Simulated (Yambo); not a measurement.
Yambo run on Mg2ZnP2 (space group P3m1, No. 156). The wavefunctions come from this Quantum ESPRESSO step (LDA, PseudoDojo standard norm-conserving files, scalar-relativistic):

```
&CONTROL
  calculation = 'nscf'
  pseudo_dir = './pseudo'
  outdir = './out'
/
&SYSTEM
  ibrav = 0
  nat = 5
  ntyp = 3
  ecutwfc = 84.0
  ecutrho = 336.0
  occupations = 'fixed'
  force_symmorphic = .true.
  nbnd = 177
/
&ELECTRONS
  conv_thr = 5e-09
  diago_full_acc = .true.
  diago_thr_init = 1e-08
/
ATOMIC_SPECIES
Mg 24.3050 Mg.upf
P 30.9738 P.upf
Zn 65.3800 Zn.upf
CELL_PARAMETERS angstrom
  4.014070176000   0.000000000000   0.000000000000
 -2.007035088000   3.476286745000   0.000000000000
  0.000000000000   0.000000000000   6.543880000000
ATOMIC_POSITIONS crystal
Mg   0.666666667000   0.333333333000   0.634150000000
Mg   0.333333333000   0.666666667000   0.994270000000
P   0.000000000000   0.000000000000   0.766710000000
P   0.666666667000   0.333333333000   0.243450000000
Zn   0.000000000000   0.000000000000   0.361420000000
K_POINTS automatic
3 3 2 0 0 0
```

Yambo input:

```
rim_cut
gw0
dyson
el_el_corr
HF_and_locXC
ppa
em1d
RandQpts= 1000000
RandGvec= 1 Ry
EXXRLvcs= 84 Ry
VXCRLvcs= 336 Ry
Chimod= "HARTREE"
% BndsRnXp
 13 | 176 |
%
NGsBlkXp= 8 Ry
% LongDrXp
 1.0 | 1.0 | 1.0 |
%
PPAPntXp= 27.2114 eV
% GbndRnge
 1 | 176 |
%
GTermKind= "BG"
DysSolver= "n"
ExtendOut
% QPkrange
 1 | 1 | 25 | 26 |
 5 | 5 | 25 | 26 |
%
```

k points by index: 1 = Γ, 5 = K.

Table of the .qp output:

```
#    K-point    Band    Eo [eV]    E [eV]    E-Eo [eV]    Vxc [eV]    Vnlxc [eV]    Sc|Eo [eV]    Sc|E [eV]    dSc/dw|Eo [eV]    Re(Z)    Im(Z)
#
    1    25    0.000000    -0.505812    -0.505812    -12.50146    -14.14140    0.982024    1.134131    -8.181587    0.768832    -0.001633
    1    26    1.196370    1.609717    0.413348    -11.94078    -7.362739    -4.049279    -4.164694    -7.595473    0.781779    -0.001576
    5    25    -2.424972    -2.936331    -0.511359    -12.08067    -14.79108    2.036977    2.199052    -8.622331    0.759375    -0.001770
    5    26    1.126041    1.464113    0.338073    -10.13540    -6.132020    -3.578844    -3.665304    -6.956427    0.796401    -0.001555
```
(The two width columns are left out.) Convergence of these settings isn't established.

Geometry of the Materials Project entry, not relaxed at this level.

The structure is a Materials Project entry; no match was found in the copy of COD used, and its stability was not checked.
